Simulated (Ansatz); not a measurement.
V (bcc (W type), Im-3m) under volume change, PBE (plane waves, PAW; program Ansatz), scaled uniformly.

```csv
V (Å³/atom),E − E(relaxed) (meV/atom),P (GPa)
12.244,71.9,20.54
12.648,30.3,12.66
13.051,7.2,5.86
13.455,0.0,-0.01
13.858,6.6,-5.09
14.262,25.1,-9.48
14.666,53.9,-13.29
```

Task: What does a third-order Birch–Murnaghan fit give for V₀, B₀ and B′?

Result: V₀ = 13.45 Å³/atom, B₀ = 182 GPa, B′ = 3.8.

Symmetry was held in the PBE relaxation. No spin polarisation was allowed.

Potentials: the earlier of the program's two PAW sets.
